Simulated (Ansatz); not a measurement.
BaAlSiH in space group P3m1 (No. 156; Ba on 1a, Al on 1c, Si on 1b, H on 1c) at seven volumes, r²SCAN in the plane-wave PAW code Ansatz, shape and atoms relaxed at each. One row is withheld.

```tsv
V (Å³/atom)	P (GPa)
19.311	?
19.947	3.55
20.584	1.66
21.221	0.01
21.857	-1.41
22.494	-2.64
23.131	-3.70
```

Q: Fit the shown pressures and predict the withheld one.

A: Third-order Birch–Murnaghan: P = (3/2)B₀(x^(7/2) − x^(5/2))[1 + (3/4)(B′ − 4)(x − 1)] with x = (V₀/V)^(2/3). Least squares on the six rows gives V₀ = 21.226 Å³/atom, B₀ = 50.78 GPa, B′ = 3.83. At V = 19.311, x = 1.0651 and P = 5.75 GPa. The run itself gave 5.75 GPa.

The workflow started from a Materials Project entry (that database holds measured and hypothetical structures alike); the Crystallography Open Database copy checked does not list it. Its standing as an ambient phase is unchecked. The r²SCAN relaxation kept the symmetry of its start; its stability against distortions is not shown here. Spin–orbit coupling is left out wherever it is not named.

Potentials: the later of the program's two PAW sets.
